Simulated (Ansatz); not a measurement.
**ZrRh3: zone-centre modes**

All numbers below come from Ansatz 0.2.0, DFT LDA, scalar-relativistic, plane waves, PAW. Plane waves to 420 eV; Γ-centred k mesh 12×12×12; Fermi-Dirac smearing of 0.15 eV. No spin polarisation. Phonons by linear response, acoustic sum rule imposed.

Equilibrium structure at this level:
```yaml
crystal:
  lattice:
    - [3.87871, 0.00000, 0.00000]
    - [0.00000, 3.87871, 0.00000]
    - [0.00000, 0.00000, 3.87871]
  atoms:
    - { symbol: Zr, position: [0.00000, 0.00000, 0.00000] }
    - { symbol: Rh, position: [0.00000, 0.50000, 0.50000] }
    - { symbol: Rh, position: [0.50000, 0.00000, 0.50000] }
    - { symbol: Rh, position: [0.50000, 0.50000, 0.00000] }
```

In a metal, frequencies and elastic constants depend on the k mesh and the smearing, soft modes and shear constants most.

Optical modes at Γ; i marks an imaginary frequency:
```json
{"frequency (THz)": "4.79", "degeneracy": "3"}
{"frequency (THz)": "5.42", "degeneracy": "3"}
{"frequency (THz)": "6.65", "degeneracy": "3"}
```

All 9 optical modes at Γ are real: no displacement of atoms at fixed cell lowers the energy to second order. Strains and modes at other wave vectors aren't tested by this run.